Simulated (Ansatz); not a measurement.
Ge₂Sb₂Te₅ (Ge2Sb2Te5-Kooi type, space group P-3m1)

```xyz
9
Lattice="4.2933 0.0000 0.0000 -2.1466 3.7181 0.0000 0.0000 0.0000 17.6342" Properties=species:S:1:pos:R:3 pbc="T T T"
Te     0.0000     0.0000     0.0000
Ge     2.1466     1.2394     1.7323
Ge     0.0000     2.4787    15.9019
Te     0.0000     2.4787     3.4226
Te     2.1466     1.2394    14.2116
Sb     0.0000     0.0000     5.4567
Sb     0.0000     0.0000    12.1775
Te     2.1466     1.2394     7.1667
Te     0.0000     2.4787    10.4675
```

Equation-of-state scan: isotropic scaling of the cell above, V₀ being its volume. The atoms relax within the cell's symmetry.

Method: PBE (plane waves to 420 eV, PAW, scalar-relativistic; Ansatz, a program for electronic structure). k mesh 9×9×2 (Γ-centred), Fermi-Dirac smearing 0.05 eV. Compression counts positive. Ge2Sb2Te5 was relaxed with its symmetry unable to fall. Spin-orbit coupling is left out, though Sb and Te are heavy.

At one point of the scan the stress tensor (GPa) is:

```
   1.21     0.00     0.00
   0.00     1.21     0.00
   0.00     0.00     0.58
```

Task: Which point is it?
A) V/V₀ = 0.917
B) V/V₀ = 0.950
C) V/V₀ = 0.967
D) V/V₀ = 0.933

Result: C, V/V₀ = 0.967

(A scan under strain: stresses follow from slopes of the energy per volume, elastic moduli from its curvatures.)
